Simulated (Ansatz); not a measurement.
The relaxed structure here is a generated cell of Cr: the first start was made by placing the elements on the sites of a structure type, and the end was not matched to a known phase here, so it may be hypothetical. Known forms of Cr include space group No. 229.

A relaxed cell of Cr (Fd-3m (No. 227)), relaxed on a k-mesh at least as fine as the one used below. The numbers are results of PBE (plane waves to 420 eV, PAW, scalar-relativistic; Ansatz, an electronic-structure program), not measurements. Γ-centred k-mesh 11×11×11 on the run's cell (coarser than for final values), Fermi–Dirac smearing 0.05 eV.

```yaml
crystal:
  lattice:
    - [0.00000, 5.09548, 5.09548]
    - [2.54774, 0.00000, 2.54774]
    - [2.54774, 2.54774, 0.00000]
  atoms:
    - { symbol: Cr, position: [0.12500, 0.25000, 0.25000] }
    - { symbol: Cr, position: [0.62500, 0.25000, 0.25000] }
    - { symbol: Cr, position: [0.00000, 0.00000, 0.00000] }
    - { symbol: Cr, position: [0.50000, 0.00000, 0.00000] }
```

The atoms are displaced along an unstable phonon of this cell by (Å):

| atom | ux | uy | uz |
|---|---|---|---|
| Cr1 | -0.087 | 0.087 | 0.087 |
| Cr2 | 0.087 | -0.087 | -0.087 |
| Cr3 | 0.087 | -0.087 | -0.087 |
| Cr4 | -0.087 | 0.087 | 0.087 |

Q: What forces (eV/Å) and pressure result?

A: 
| atom | Fx | Fy | Fz |
|---|---|---|---|
| Cr1 | -0.37 | 0.37 | 0.37 |
| Cr2 | 0.83 | -0.83 | -0.83 |
| Cr3 | 0.37 | -0.37 | -0.37 |
| Cr4 | -0.83 | 0.83 | 0.83 |

Pressure -1.8 GPa.

Q: Estimate the energy cost of the displacement in the harmonic approximation and compare with the calculation.

A: For a harmonic well ΔE = −½ Σ F·u = -0.313 eV a cell, or -78 meV/atom. The calculated energy relative to the undisplaced cell is -0.10 eV/atom, so anharmonic terms matter at this amplitude.

The undisplaced cell is probably no minimum: from this displacement the run went on to R-3m (No. 166), 1.51 eV/atom below it.

No spin polarisation in the result: the starting moments vanished. A magnetic state may lie lower.
